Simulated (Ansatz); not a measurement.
Relaxed-ion elastic tensor of Ni (fcc (Cu type), space group No. 225) in GPa (Voigt order), plane-wave PAW PBEsol (Ansatz code); density 9.38 g/cm³, 10.39 Å³ per atom.

|  | 1 | 2 | 3 | 4 | 5 | 6 |
|---|---|---|---|---|---|---|
| 1 | 318 | 185 | 185 | 0.0 | 0.0 | 0.0 |
| 2 | 185 | 318 | 185 | 0.0 | 0.0 | 0.0 |
| 3 | 185 | 185 | 318 | 0.0 | 0.0 | 0.0 |
| 4 | 0.0 | 0.0 | 0.0 | 151 | 0.0 | 0.0 |
| 5 | 0.0 | 0.0 | 0.0 | 0.0 | 151 | 0.0 |
| 6 | 0.0 | 0.0 | 0.0 | 0.0 | 0.0 | 151 |

Problem. Is the crystal mechanically stable?

Solution. Yes: the smallest eigenvalue of C is 132 GPa.

Problem. Work out the Voigt, Reuss and Hill averages.

Solution. K_V = 230, K_R = 230, K_H = 230; G_V = 117, G_R = 99.7, G_H = 108 GPa.

Problem. Give Young's modulus, Poisson's ratio, Pugh's ratio and the universal anisotropy index.

Solution. E = 9KG/(3K + G) = 281 GPa; ν = 0.30; K/G = 2.12 (ductile by the Pugh limit of 1.75); A_U = 5G_V/G_R + K_V/K_R − 6 = 0.86.

Problem. Estimate the sound speeds and the Debye temperature.

Solution. v_l = √((K + 4G/3)/ρ) = 6310 m/s, v_t = √(G/ρ) = 3400 m/s, mean 3790 m/s; Θ = (h/k)(3n/4πV)^(1/3) v_m = 518 K.

Problem. Give the Zener ratio and Young's modulus along [100], [110] and [111].

Solution. A = 2C44/(C11 − C12) = 2.28; 1/E = S11 − 2(S11 − S12 − S44/2)Γ with Γ = 0, 1/4, 1/3 gives 181, 294, 371 GPa.

Problem. Solve the Christoffel equation for the three sound speeds along [100], [110], [111].

Solution. Eigenvalues of C_ijkl n_j n_l equal ρv². In km/s, slowest first: [100] 4.01, 4.01, 5.82; [110] 2.65, 4.01, 6.55; [111] 3.17, 3.17, 6.78.

Space group Fm-3m (fcc (Cu type)). The PBEsol relaxation kept the symmetry of its start. Spin order of the final state: ferromagnetic, chosen from 3 collinear starts compared on coarse meshes (ties went to the first, and starts can fall back to one state), not a proven ground state. Textbook magnetic order: ferromagnetic. As this level gives no gap, shear constants depend on the k-mesh and smearing (Fermi–Dirac, 0.1 eV here). On the denser mesh and wider smearing of the elastic run this cell carries a stress of 0.3 GPa.

Potentials: the earlier of the program's two PAW sets. The files were generated under PBE; for other functionals the program regenerates the frozen cores, and for LDA and PBEsol the local potential too.
